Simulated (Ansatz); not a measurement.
Polymorphs of GeW, each relaxed with r²SCAN in the plane-wave PAW code Ansatz:

A: P-6m2
a = b = 3.2099 Å, c = 3.5523 Å, α = β = 90.00°, γ = 120.00°

```tsv
atom	site	symmetry	x	y	z
W	1a	-6m2	0.0000	0.0000	0.0000
Ge	1f	-6m2	0.6667	0.3333	0.5000
```

B: rock salt (Fm-3m)
a = b = c = 5.1218 Å, α = β = γ = 90.00°

```csv
atom,site,symmetry,x,y,z
Ge,4a,m-3m,0.0000,0.0000,0.0000
W,4b,m-3m,0.5000,0.5000,0.5000
```

Problem. Order them by energy per atom at 0 K (lowest first) at the level r²SCAN.

Solution. A (+0 meV/atom), B (+689 meV/atom)

Constructed cells (a structure type filled with these elements, in neither database checked): A; B. Unstable at this level: B. All cells were relaxed under the symmetry of their starts (and spin orders); stability against distortions was not tested throughout. Rows with no word on spin ran without spin polarisation. Scalar-relativistic: spin–orbit coupling is off unless named, which matters more the heavier the elements.

Energies hold the estimated change up to a 700 eV cutoff; steps of a few meV lie near the error of the meshes.

Potentials: the later of the program's two PAW sets.
